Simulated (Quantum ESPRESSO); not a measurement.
SiGa2ZnN4, a curve over strain

Simulated, not a measurement. The program is pw.x of Quantum ESPRESSO 7.5 (plane-wave density functional theory). The cell is made up: 8 atoms on a zincblende/diamond lattice, with randomly drawn elements, strain and displacements, not relaxed. PseudoDojo standard norm-conserving files (v0.5 for PBE, v0.4.1 for LDA and PBEsol) set the functional; there is no spin polarisation, spin-orbit coupling or dispersion term, and the masses in the input are unused placeholders.

Seven runs add a strain to one cell (shear xy, as the tensor component); the atoms follow the cell and are not relaxed. Stress in the table is positive in tension.

Input of the run at -0.0003:

```
&control calculation='scf', pseudo_dir='./dojo.nc.sr.pbe.v0_5.standard.upf', outdir='./o', disk_io='low', tprnfor=.true., tstress=.true. /
&system ibrav=0, nat=8, ntyp=4, nbnd=41, ecutwfc=84.00895049, nosym=.true., tot_charge=0,
 occupations='smearing', smearing='fd', degauss=0.0018374661
/
&electrons conv_thr=7.350e-09, electron_maxstep=60, /
ATOMIC_SPECIES
Ga 1.0 Ga.upf
N 1.0 N.upf
Si 1.0 Si.upf
Zn 1.0 Zn.upf
CELL_PARAMETERS angstrom
4.5784 -0.0014 0.0
-0.0014 4.5784 0.0
0.0 0.0 4.5784
ATOMIC_POSITIONS angstrom
Si -0.023 -0.0427 0.0552
Ga -0.0356 2.3348 2.3559
Ga 2.2231 -0.0097 2.2124
Zn 2.2693 2.258 -0.0773
N 1.158 1.2828 1.1415
N 1.1039 3.5394 3.3563
N 3.5099 1.1409 3.3804
N 3.4306 3.516 1.0767
K_POINTS automatic
4 4 4 1 1 1
```

| added strain | free energy less that of the input shown (eV) | stress xx (GPa) | stress yy (GPa) | stress zz (GPa) | stress xy (GPa) | pressure (GPa) | iterations |
| --- | --- | --- | --- | --- | --- | --- | --- |
| -0.0223 | 0.1203 | 7.98 | 8.82 | 10.14 | -7.99 | -8.98 | 11 |
| -0.0178 | 0.0819 | 8.26 | 9.10 | 10.39 | -6.62 | -9.25 | 13 |
| -0.0097 | 0.0309 | 8.64 | 9.50 | 10.76 | -4.18 | -9.63 | 13 |
| -0.0003 | 0.0000 | 8.93 | 9.81 | 11.10 | -1.36 | -9.95 | 13 |
| +0.0076 | -0.0019 | 9.04 | 9.93 | 11.32 | 1.00 | -10.10 | 13 |
| +0.0214 | 0.0463 | 8.95 | 9.86 | 11.56 | 5.13 | -10.12 | 13 |

Question: one run is left out of the table, at -0.0025. Estimate its stress xy (GPa).

Answer: -2.01. The whole row:

| added strain | free energy less that of the input shown (eV) | stress xx (GPa) | stress yy (GPa) | stress zz (GPa) | stress xy (GPa) | pressure (GPa) | iterations |
| --- | --- | --- | --- | --- | --- | --- | --- |
| -0.0025 | 0.0043 | 8.88 | 9.75 | 11.03 | -2.01 | -9.89 | 13 |

A cubic fit gives a slope of stress xy against the added strain of 299 GPa at zero added strain, with the atoms clamped. Across the table the free energy follows the integral of the stress to within 0.3 meV. A rerun of one of the cells at 1437 eV and a 6 x 6 x 6 mesh moved values by no more than 0.003 eV in energy, 0.02 GPa in stress and 0.002 eV/Å in force.